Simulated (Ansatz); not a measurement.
Consider a crystal of SnCl in space group I-4m2 (No. 119), with Sn on 2b; Cl on 2c.

All numbers below come from DFT PBE, scalar-relativistic, plane waves, PAW in Ansatz. Cutoff 420 eV, Γ-centred mesh, Gaussian smearing, no spin polarisation.

The zero of energy is the elements' standard structures at the same level (Cl₂ as a molecule); no fitted shifts are applied. The references include grey tin.

**Question.** Give the relaxed lattice parameters and positions.

**Answer.**

Space group I-4m2 (No. 119). a = 5.795 Å, b = 5.795 Å, c = 3.330 Å, α = 90.00°, β = 90.00°, γ = 90.00°
```json
{"atom": "Sn", "site": "2b", "symmetry": "-4m2", "x": "0.0000", "y": "0.0000", "z": "0.5000"}
{"atom": "Cl", "site": "2c", "symmetry": "-4m2", "x": "0.0000", "y": "0.5000", "z": "0.2500"}
```

Around Sn lie 4 Cl at 3.01 Å, 2 Sn at 3.33 Å and 4 Cl at 3.83 Å; Cl is surrounded by 4 Sn at 3.01 Å, 2 Cl at 3.33 Å and 4 Sn at 3.83 Å. Another local minimum with the same sites may exist.

**Question.** And its energy and gap?

**Answer.** The energy over the elements is −0.45 eV/atom and the gap on the 18×18×18 mesh of the 2-atom cell is 0 eV (a metal).

The last run used Gaussian smearing of 0.10 eV. An odd number of electrons in the primitive cell allows no gap without spin; a larger cell or a magnetic state could open one. Symmetry constrained the relaxation, so the result can be a saddle point. Another cell of SnCl relaxed alike, in P4/nmm, lies 142 meV/atom lower, so this cell isn't the stable form at this level.
